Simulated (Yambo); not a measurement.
RbH (rock salt, space group Fm-3m, No. 225), G0W0@PBEsol in Yambo with this input:

```
rim_cut
gw0
dyson
el_el_corr
HF_and_locXC
ppa
em1d
RandQpts= 1000000
RandGvec= 1 Ry
EXXRLvcs= 72 Ry
VXCRLvcs= 288 Ry
Chimod= "HARTREE"
% BndsRnXp
 1 | 117 |
%
NGsBlkXp= 10 Ry
% LongDrXp
 1.0 | 1.0 | 1.0 |
%
PPAPntXp= 27.2114 eV
% GbndRnge
 1 | 117 |
%
GTermKind= "BG"
DysSolver= "n"
ExtendOut
```

On a 4×4×4 mesh, with wavefunctions cut at 72 Ry, the gap (L → L) is 5.268 eV and the valence edge shifts by -1.903 eV.

Task: What happens with this change: pole fitted at 10 eV?

Result: The gap falls by 0.114 eV, to 5.154 eV; the shift of the valence edge becomes -1.697 eV. Neither run is shown to be the converged limit.

Geometry of the Materials Project entry, not relaxed at this level; primitive cell a = 4.2484 Å, b = 4.2484 Å, c = 4.2484 Å, α = 60.00°, β = 60.00°, γ = 60.00°.

A shift is the quasiparticle energy of the state minus its PBEsol energy.
